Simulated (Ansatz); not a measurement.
Zn₂SeS in space group P-4m2 (No. 115; Zn on 2g, Se on 1d, S on 1b), PBEsol (plane waves, PAW; program Ansatz). The conduction-band minimum lies at Γ, with 1 equivalent valley. Second derivatives d²E/dk² of the lowest band at one valley (eV·Å²), along Cartesian directions:

```json
[
 {"direction": "[100]", "d²E/dk²": "59.03"},
 {"direction": "[010]", "d²E/dk²": "59.03"},
 {"direction": "[001]", "d²E/dk²": "59.31"},
 {"direction": "[110]", "d²E/dk²": "59.08"},
 {"direction": "[101]", "d²E/dk²": "59.14"},
 {"direction": "[011]", "d²E/dk²": "59.14"}
]
```

Question: Find the principal effective masses, the density-of-states mass and the conductivity mass.

Answer: Off-diagonal terms follow from H_xy = H[110] − (H_xx + H_yy)/2, and m*/mₑ = 7.620 eV·Å² over each eigenvalue: 0.13, 0.13, 0.13. One valley's DOS mass (m₁m₂m₃)^(1/3) = 0.13, conductivity mass 3/(Σ 1/mᵢ) = 0.13 mₑ.

Question: What effective density of states Nc follows at 300 K for parabolic valleys?

Answer: Nc = 2.509e19 × 1 × (0.13)^(3/2) ≈ 1.2e18 cm⁻³.

Question: With the computed static dielectric constant 9.68 (mean of the diagonal), estimate a hydrogenic donor's binding energy and radius.

Answer: E = 13.606 eV × 0.13/9.68² ≈ 19 meV; a = 0.529 Å × ε/m* ≈ 39 Å. Semilocal masses tend to be too small where the gap is.

The first step of the workflow began from a Materials Project structure, measured or hypothetical; the Crystallography Open Database copy checked does not list it. Its standing as an ambient phase is unchecked. The PBEsol relaxation kept the symmetry of its start; of distortions, only those at the zone centre were tested. Scalar-relativistic: spin–orbit coupling is off unless named, which matters more the heavier the elements.

Potentials: the later of the program's two PAW sets.
